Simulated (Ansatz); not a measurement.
# Ga3AsP2: rattling a relaxed structure

The structure comes from a generated guess, relaxed at this level; another structure or a mixture of phases may lie lower.

Computed with Ansatz 0.2.0, DFT PBE, scalar-relativistic, plane waves, PAW. Settings: cutoff 420 eV, Γ-centred mesh 12×12×2 on the computed 12-atom cell, Gaussian smearing of 0.02 eV; no spin polarisation.

The cell below (12 atoms, space group P6_3mc (No. 186)) is relaxed within its symmetry.

```
Ga P As
1.0
     3.93589    0.00000    0.00000
    -1.96794    3.40858    0.00000
     0.00000    0.00000   19.46994
Ga P As
6 4 2
Direct
  0.33333 0.66667 0.32996
  0.33333 0.66667 0.66665
  0.33333 0.66667 0.00347
  0.66667 0.33333 0.16665
  0.66667 0.33333 0.50347
  0.66667 0.33333 0.82996
  0.33333 0.66667 0.12631
  0.33333 0.66667 0.78988
  0.66667 0.33333 0.28988
  0.66667 0.33333 0.62631
  0.33333 0.66667 0.45773
  0.66667 0.33333 0.95773
```

For the test it was strained at random (σ = 1.5 % a component), the atoms were moved at random (σ = 0.05 Å), and all was relaxed again on a coarse 6×6×1 mesh (in the run’s order of axes) with 0.10 eV smearing, with no symmetry imposed.

Task: Does it come back?

Result: It returns, within 1 meV/atom of the unmoved cell on that mesh and with the same symmetry when read at 0.1 Å. So it is stable against the distortions that fit this cell and that this random move excites. Modes that don't fit the cell aren't tested.
